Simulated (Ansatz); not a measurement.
NiIrN2 in space group R-3m (No. 166; Ir on 3b, Ni on 3a, N on 6c), the program Ansatz at the PBE level (PAW), all energies at zero smearing, with the estimated change up to a 700 eV cutoff added, with one set of potentials and settings (totals compare only within such a set). Cell of 4 atoms (1 Ir, 1 Ni, 2 N): -18541.791 eV.

```
element                             reference phase  E (eV/atom)
-------  ------------------------------------------  -----------
Ir                       Fm-3m, 1 atoms in the cell  -11936.8363
Ni       Fm-3m, 1 atoms in the cell, spin-polarised   -5839.7295
N                         Pa-3, 8 atoms in the cell    -384.0342
```

Formation energy per atom, worked out: (-18541.791 − 1×(-11936.8363) − 1×(-5839.7295) − 2×(-384.0342))/4 = 0.711 eV/atom (69 kJ per mol of atoms), at 0 K, without zero-point energy or fitted corrections.

The start of the workflow was typed in or built on a structure type; neither database checked (COD, Materials Project) lists it. Whether it is the stable phase at ambient conditions was not checked. The cell was relaxed with PBE under the symmetry of its start; its stability against distortions is not shown here. The workflow began spin-polarised and lost its moments. Its formation energy is positive at this level, so the cell may be metastable or incomplete. The references are the lowest solids computed at this level, not always the standard phases (solids in place of the gases). Scalar-relativistic: spin–orbit coupling is off unless named, which matters more the heavier the elements.

Potentials: the earlier of the program's two PAW sets.
